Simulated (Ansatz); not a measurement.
KTaO₃:
```
CELL_PARAMETERS angstrom
      4.02445     0.00000     0.00000
      0.00000     4.02445     0.00000
      0.00000     0.00000     4.02445
ATOMIC_POSITIONS crystal
  K  0.50000 0.50000 0.50000
  Ta 0.00000 0.00000 0.00000
  O  0.00000 0.50000 0.00000
  O  0.50000 0.00000 0.00000
  O  0.00000 0.00000 0.50000
```

Relaxed with PBE. PBE (plane waves, PAW; program Ansatz) gives a gap of 2.16 eV.

Q: What gap does HSE06 give on the same cell (Ansatz, PAW)?

A: 3.49 eV, 1.33 eV more. The hybrid was solved on a coarser mesh and at special points; its gap is the smallest among all of these.

```
k  v1 PBE  c1 PBE    v1 HSE06    c1 HSE06
-  ------  ------  ----------  ----------
Γ   -0.62    2.16       -0.66        3.49
R    0.00    6.27  (withheld)  (withheld)
M   -0.04    4.91  (withheld)  (withheld)
X   -0.83    2.31  (withheld)  (withheld)
```

Q: Top valence (v1) and lowest conduction level (c1) in eV from each method's valence maximum (which need not be a listed point): supply the withheld HSE06 values.

A: 
- M, v1 HSE06: -0.04
- M, c1 HSE06: 6.46
- X, v1 HSE06: -0.89
- X, c1 HSE06: 3.64
- R, v1 HSE06: 0.00
- R, c1 HSE06: 7.99

Cost on shared cores: the PBE run (SCF on a 7×7×7 mesh, then bands and DOS) around 16 core-seconds (rough), the HSE06 run (SCF on 4×4×4, then a few points) very roughly 60 core-seconds; the tasks are unlike.

Space group Pm-3m (cubic perovskite). The PBE relaxation kept the symmetry of its start. At this level the phase is dynamically unstable (imaginary phonons). The run is not spin-polarised. Scalar-relativistic: spin–orbit coupling is off unless named, which matters more the heavier the elements.

Potentials: the later of the program's two PAW sets.
